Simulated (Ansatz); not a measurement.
Hg:
```xyz
2
Lattice="0.0000 3.3037 3.3037 3.3037 0.0000 3.3037 3.3037 3.3037 0.0000" Properties=species:S:1:pos:R:3 pbc="T T T"
Hg     0.0000     0.0000     0.0000
Hg     1.6519     1.6519     1.6519
```

Relaxed with PBEsol. Special points in fractions of this cell's reciprocal vectors: Γ (0.000, 0.000, 0.000); X (0.500, 0.000, 0.500); U (0.625, 0.250, 0.625); K (0.375, 0.375, 0.750); L (0.500, 0.500, 0.500); W (0.500, 0.250, 0.750).

Problem. List the band energies nearest the Fermi level at these points for the program Ansatz at the PBEsol with spin–orbit coupling level (PAW).

Solution. In eV from the Fermi level; about four levels below and three above (degenerate sets whole), none deeper than 8.9 eV; points with the same levels are listed once.

```csv
k,below,above
Γ,-5.77 -5.77 -5.77 -5.77,3.13 3.13 3.63 3.63
X,-3.51 -3.51 -3.51 -3.51,1.00 1.00 1.00 1.00
U,-3.10 -3.10 -0.19 -0.19,1.56 1.56 4.53 4.53
L,-4.54 -4.54 -3.01 -3.01,2.41 2.41 3.60 3.60
W,-3.44 -3.44 -3.40 -3.40,0.07 0.07 0.48 0.48
```

Space group Fd-3m (diamond). The start of the workflow was typed in or built on a structure type; neither database checked (COD, Materials Project) lists it. It is not the usual solid phase (space group No. 166). The PBEsol relaxation kept the symmetry of its start. At this level the phase is mechanically unstable. The substance is a gas or liquid at ambient conditions. The volume moved by -28 % from the start of the relaxation.

Potentials: the later of the program's two PAW sets.
